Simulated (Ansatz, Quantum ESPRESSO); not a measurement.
SiO: 7 runs at one level of theory

```
Si O
1.0
     0.00000    2.43364    2.43364
     2.43364    0.00000    2.43364
     2.43364    2.43364    0.00000
Si O
1 1
Cartesian
  3.6505 3.6505 3.6505
  0.0000 0.0000 0.0000
```

The cell comes from a database or a generator and needn't be the stable form of this composition.

Alike in all runs: task band structure; functional PBE; k mesh 9 × 9 × 9; occupations fermi-dirac, width 0.05 eV; no spin polarisation; no spin-orbit coupling. Pressure is positive in compression and, in plane waves, holds the error of the finite cutoff, which Ansatz's Pulay term estimates and takes out.

```
                                program and potentials  plane-wave cutoff (eV)                             notes  pressure (GPa)
                                       Ansatz, JTH PAW                    1380  Pulay term of +0.02 GPa included           -0.23
                        Quantum ESPRESSO, SG15 PBE 1.2                    1197                                 -            0.03
               Ansatz, PseudoDojo standard (PBE files)                    1143  Pulay term of +0.03 GPa included           -0.08
                                       Ansatz, SPMS NC                    1034  Pulay term of +0.26 GPa included           -0.08
                                     Ansatz, Ansatz NC                    1240  Pulay term of +0.03 GPa included           -0.04
              Ansatz, PseudoDojo stringent (PBE files)                    1252                                 -           -0.06
Ansatz, Ansatz PAW (files of its older set among them)                     930                                 -           -0.01
```

The pressure spans -0.23 (Ansatz, JTH PAW) to 0.03 GPa (Quantum ESPRESSO, SG15 PBE 1.2).

Differences between rows come from potentials, basis sets and numerical settings, since the functional is the same but for its coding. Runs on potential files found faulty are left out.
